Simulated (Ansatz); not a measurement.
Stability checks on a candidate for Li2ZnO2

It was reached by relaxing an invented guess, and it needn't be the stable form of this composition.

These are results of DFT PBE, scalar-relativistic, plane waves, PAW (Ansatz 0.2.0), not measurements. The final run on the 5-atom cell used 420 eV, a Γ-centred 12×12×6 mesh, 0.02 eV smearing and no spin polarisation.

```yaml
crystal:
  lattice:
    - [3.15972, 0.00000, 0.00000]
    - [-1.57986, 2.73640, 0.00000]
    - [0.00000, 0.00000, 5.17794]
  atoms:
    - { symbol: Li, position: [0.66667, 0.33333, 0.64050] }
    - { symbol: Li, position: [0.33333, 0.66667, 0.35950] }
    - { symbol: Zn, position: [0.00000, 0.00000, 0.00000] }
    - { symbol: O, position: [0.66667, 0.33333, 0.24067] }
    - { symbol: O, position: [0.33333, 0.66667, 0.75933] }
```

The zero of energy is the elements' standard structures at the same level (O₂ as a molecule); no fitted shifts are applied.

Q: These tests were run: energy against the elements; random kick, then relaxation without symmetry; phonons on a 3×3×1 q mesh; elastic tensor. What do they show?

A:

| test | result |
| --- | --- |
| energy against the elements | −1.626 eV/atom |
| random kick, then relaxation without symmetry | returns |
| phonons on a 3×3×1 q mesh | no imaginary mode on the mesh |
| elastic tensor | least eigenvalue 1 GPa |

It fails none of these tests. Other phases of the system weren't compared here, so this isn't yet thermodynamic stability.

The kick test ran on a coarse mesh. The run for the phonons used a 12×12×6 k mesh. The run for the elastic tensor used a 12×12×6 k mesh.
